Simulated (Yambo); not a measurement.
Yambo run on YSF (space group P4/nmm, No. 129). The wavefunctions come from this Quantum ESPRESSO step (PBEsol, PseudoDojo standard norm-conserving files, scalar-relativistic):

```
&CONTROL
  calculation = 'nscf'
  pseudo_dir = './pseudo'
  outdir = './out'
/
&SYSTEM
  ibrav = 0
  nat = 6
  ntyp = 3
  ecutwfc = 84.0
  ecutrho = 336.0
  occupations = 'fixed'
  force_symmorphic = .true.
  nbnd = 186
/
&ELECTRONS
  conv_thr = 6.000000000000001e-09
  diago_full_acc = .true.
  diago_thr_init = 1e-08
/
ATOMIC_SPECIES
F 18.9984 F.upf
S 32.0600 S.upf
Y 88.9058 Y.upf
CELL_PARAMETERS angstrom
  3.772990000000   0.000000000000   0.000000000000
  0.000000000000   3.772990000000   0.000000000000
  0.000000000000   0.000000000000   6.826670000000
ATOMIC_POSITIONS crystal
F   0.000000000000   0.000000000000   0.000000000000
F   0.500000000000   0.500000000000   0.000000000000
S   0.000000000000   0.500000000000   0.645570000000
S   0.500000000000   0.000000000000   0.354430000000
Y   0.000000000000   0.500000000000   0.227230000000
Y   0.500000000000   0.000000000000   0.772770000000
K_POINTS automatic
4 4 2 0 0 0
```

Yambo input:

```
rim_cut
gw0
dyson
el_el_corr
HF_and_locXC
ppa
em1d
RandQpts= 1000000
RandGvec= 1 Ry
EXXRLvcs= 84 Ry
VXCRLvcs= 336 Ry
Chimod= "HARTREE"
% BndsRnXp
 3 | 184 |
%
NGsBlkXp= 8 Ry
% LongDrXp
 1.0 | 1.0 | 1.0 |
%
PPAPntXp= 27.2114 eV
% GbndRnge
 1 | 184 |
%
GTermKind= "BG"
DysSolver= "n"
ExtendOut
% QPkrange
 1 | 1 | 24 | 25 |
 6 | 6 | 24 | 25 |
 11 | 11 | 24 | 25 |
 12 | 12 | 24 | 25 |
%
```

k points by index: 1 = Γ, 6 = R, 11 = M, 12 = A.

The o-*.qp file then holds:

```
#    K-point    Band    Eo [eV]    E [eV]    E-Eo [eV]    Vxc [eV]    Vnlxc [eV]    Sc|Eo [eV]    Sc|E [eV]    dSc/dw|Eo [eV]    Re(Z)    Im(Z)
#
    1    24    0.000000    -0.949059    -0.949059    -13.56843    -16.34298    1.589563    1.825490    -6.763962    0.800914    -0.001149
    1    25    1.220379    1.923112    0.702733    -11.47128    -6.731479    -3.891652    -4.037063    -5.629886    0.828571    -0.001070
    6    24    -0.844808    -1.771226    -0.926418    -13.89505    -17.06708    2.013629    2.245616    -6.813521    0.799748    -0.001059
    6    25    3.973990    4.904174    0.930184    -12.88959    -7.344415    -4.410628    -4.614993    -5.977687    0.819888    -0.001161
    11    24    -1.256663    -2.225681    -0.969018    -12.98369    -16.12799    1.930115    2.175281    -6.884479    0.798085    -0.268300E-3
    11    25    4.716767    5.664168    0.947401    -13.35476    -7.587075    -4.607940    -4.820281    -6.098197    0.816922    -0.001018
    12    24    -1.302761    -2.296888    -0.994126    -12.83692    -16.01640    1.935085    2.185350    -6.849720    0.798897    -0.001166
    12    25    4.767214    5.880174    1.112960    -13.80584    -7.560764    -4.880731    -5.132119    -6.145278    0.815767    -0.001614
```
(The two width columns are left out.) Convergence of these settings isn't established.

Geometry of the Materials Project entry, not relaxed at this level.

The structure is a Materials Project entry; no match was found in the copy of COD used, and its stability was not checked.
